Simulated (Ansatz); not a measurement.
RbAs₄: start and end of a relaxation

A trial structure of RbAs₄ was built thus: ordered vacancies on the cation sites of rutile (Cmmm, No. 65) (occupants of the shared sites, in ratio, Rb: 1, vacant: 1). Lengths were set from tabulated atomic sizes, so they are only a guess.

start.cif

```cif
data_structure
_symmetry_space_group_name_H-M 'P 1'
_symmetry_Int_Tables_number 1
_cell_length_a 7.2225
_cell_length_b 7.2225
_cell_length_c 4.6946
_cell_angle_alpha 90.000
_cell_angle_beta 90.000
_cell_angle_gamma 90.000
_cell_volume 244.89
loop_
_atom_site_label
_atom_site_type_symbol
_atom_site_fract_x
_atom_site_fract_y
_atom_site_fract_z
_atom_site_occupancy
Rb1 Rb 0.00000 0.00000 0.00000 1
As1 As 0.69500 0.30500 0.00000 1
As2 As 0.30500 0.69500 0.00000 1
As3 As 0.80500 0.80500 0.50000 1
As4 As 0.19500 0.19500 0.50000 1
```

Method: DFT PBE, scalar-relativistic, plane waves, PAW (Ansatz). Cutoff 420 eV, Gaussian smearing, Γ-centred meshes. Cell and atoms relax first on a coarse mesh and then on a finer one. In between, the cell is made exact in the group found at 0.06 Å. In metals the finer mesh still leaves noise of several meV/atom or more. The steps can't lower the symmetry of their start. No spin polarisation.

end.cif

```cif
data_structure
_symmetry_space_group_name_H-M 'P 1'
_symmetry_Int_Tables_number 1
_cell_length_a 6.1701
_cell_length_b 6.1701
_cell_length_c 4.7705
_cell_angle_alpha 90.000
_cell_angle_beta 90.000
_cell_angle_gamma 104.868
_cell_volume 175.53
loop_
_atom_site_label
_atom_site_type_symbol
_atom_site_fract_x
_atom_site_fract_y
_atom_site_fract_z
_atom_site_occupancy
Rb1 Rb 0.00000 0.00000 0.00000 1
As1 As 0.62031 0.37969 0.00000 1
As2 As 0.37969 0.62031 0.00000 1
As3 As 0.65481 0.65481 0.50000 1
As4 As 0.34519 0.34519 0.50000 1
```

The symmetry stays Cmmm (No. 65). The volume per atom shrinks by 28.3 %, from 49.0 to 35.1 Å³. The shortest distance goes from 3.08 Å (Rb–As) to 2.33 Å (As–As). The energy falls by about 2.1 eV/atom (the start's value is from the coarse mesh). The end is written in a standard setting, so origin, axes and order of atoms can differ from the start's.

```yaml
Volume_per_atom: 35.11 Å³
Density: 3.64 g/cm³
Formation_energy: +0.10 eV/atom
Gap_on_the_6×6×8_mesh_of_the_5-atom_cell: 0 eV (a metal)
```

Formation energies are uncorrected and refer to the elements' standard structures at the same level. The separate elements lie lower, so it is unstable against them.

The last run used Gaussian smearing of 0.10 eV. An odd number of electrons in the primitive cell allows no gap without spin; a larger cell or a magnetic state could open one. The cell is a metal run without spin; a magnetic state may lie lower. The reference form of As is held partly by dispersion forces, which this level lacks. A structure relaxed within its symmetry needn't be a true minimum. In all, the 3 runs took 5.6 min on 1 thread of Intel(R) Xeon(R) Platinum 8375C CPU @ 2.90GHz (Ice Lake), with other jobs on the host.
